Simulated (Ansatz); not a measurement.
Values for one crystal, relaxed and computed with DFT-r²SCAN in the program Ansatz with PAW potentials; other levels are named.

| Property | Result |
|---|---|
| Volume per atom | 17.00 Å³ |
| Electronic character | metallic (no gap) |
| Density of states at the Fermi level | 0.80 states/eV per atom (mean over ±0.08 eV) |
| Formation energy from the elements (no fitted shifts) | -0.13 eV/atom |
| Poisson's ratio | 0.30 |
| Young's modulus | 141 GPa |
| Elastic constants (relaxed ions, GPa) | C11 = 174, C12 = 100, C13 = 64.5, C33 = 242, C44 = 64.6 |

Task: Which of these materials gives this?
A. TiCd, P4/nmm (Ti on 2c, Cd on 2c)
B. TiMo3, Immm (Ti on 2d, Mo on 4i, Mo on 2b)
C. Ti3Al, P-6m2 (Ti on 1e, Ti on 2h, Al on 1f)
D. TiRe, CsCl type

Result: C, Ti3Al, P-6m2 (Ti on 1e, Ti on 2h, Al on 1f)

The first step of the workflow began from a Materials Project structure, measured or hypothetical; the Crystallography Open Database copy checked does not list it. With Ti and Al taken as one species the cell has the higher symmetry P6_3/mmc, so it may be an ordered model of a mixed-site phase. It is not the phase usual at ambient conditions (space group No. 194). The r²SCAN relaxation kept the symmetry of its start; whether a distortion lowers the energy is not shown. The run is not spin-polarised. As this level gives no gap, shear constants depend on the k-mesh and smearing (Fermi–Dirac, 0.1 eV here). On the denser mesh and wider smearing of the elastic run this cell carries a stress of 0.4 GPa. The references are the lowest solids computed at this level, not always the standard phases.

Potentials: the later of the program's two PAW sets.
